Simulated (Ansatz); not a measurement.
The start is a generated cell, CdSe placed in the 4H structure type. Cell shape, volume and atoms are optimised at zero target pressure with PBE (plane waves to 420 eV, PAW, scalar-relativistic; Ansatz, a quantum-chemistry and plane-wave program). The first steps use a coarse 6×6×2 k-mesh.

Input geometry:
```
CdSe
1.0
    4.36315     0.00000     0.00000
   -2.18157     3.77860     0.00000
    0.00000     0.00000    14.28382
Cd Se
4 4
Direct
  0.00000   0.00000   0.00000
  0.00000   0.00000   0.50000
  0.66667   0.33333   0.75018
  0.33333   0.66667   0.25018
  0.00000   0.00000   0.81216
  0.00000   0.00000   0.31216
  0.66667   0.33333   0.56329
  0.33333   0.66667   0.06329
```

Q: How does the volume per atom move from start to end?

A: +1.1 %, from 29.44 to 29.75 Å³/atom.

Q: How do the shortest distances between atoms change?

A: The closest pairs of elements (up to four, under 3.6 Å), start → end: Cd–Se 2.67 → 2.68 Å.

Q: Is the relaxed structure metallic? Give its gap.

A: 0.52 eV, direct at Γ (no spin-orbit coupling).

Q: Write out the relaxed structure.

A: 
```cif
data_Cd4Se4
_chemical_formula_sum 'Cd4 Se4'
_space_group_name_H-M_alt 'P63mc'
_space_group_IT_number 186
_space_group_name_Hall 'P 6c -2c'
_cell_length_a 4.38287
_cell_length_b 4.38287
_cell_length_c 14.30809
_cell_angle_alpha 90.000
_cell_angle_beta 90.000
_cell_angle_gamma 120.000
loop_
_atom_site_label
_atom_site_type_symbol
_atom_site_symmetry_multiplicity
_atom_site_Wyckoff_symbol
_atom_site_fract_x
_atom_site_fract_y
_atom_site_fract_z
_atom_site_occupancy
Cd1 Cd 2 a 0.00000 0.00000 0.00029 1
Cd2 Cd 2 b 0.33333 0.66667 0.25019 1
Se1 Se 2 a 0.00000 0.00000 0.31271 1
Se2 Se 2 b 0.33333 0.66667 0.06243 1
```

The space group stays P6₃mc (No. 186) (the run could not lower it); the end is AFLOW prototype AB_hP8_186_ab_ab (B5, as in SiC), with 8 atoms in the primitive cell. Final values are on a 9×9×3 k-mesh of the relaxed cell. No spin polarisation in the result.

The run could not lose the symmetry of its start; a randomly shaken copy of 8 atoms returns to this structure.

The first start was generated by placing the elements on the sites of a structure type. A measured structure of CdSe has the same space group, P6₃mc (No. 186); the sites were not compared with it.
